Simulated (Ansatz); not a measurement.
Here is the system:

AlP:
```xyz
2
Lattice="0.0000 2.7169 2.7169 2.7169 0.0000 2.7169 2.7169 2.7169 0.0000" Properties=species:S:1:pos:R:3 pbc="T T T"
Al     0.0000     0.0000     0.0000
P      1.3585     1.3585     1.3585
```

This is the LDA-relaxed structure. x, y and z are the axes in which the lattice vectors are written.

### Question
All from LDA (plane waves, PAW; program Ansatz), unless another level is named. Estimate the piezoelectric stress constants (proper, relaxed ions, C/m²).

### Answer
e14 = e25 = e36 = 0.04.

### Question
Next, the Young's modulus?

### Answer
121 GPa.

### Question
Predict the elastic constants (relaxed ions, GPa).

### Answer
C11 = 132, C12 = 68.8, C44 = 61.5.

Space group F-43m (zinc blende). The LDA relaxation kept the symmetry of its start; phonons on a q-mesh show no instability.

Potentials: the earlier of the program's two PAW sets.
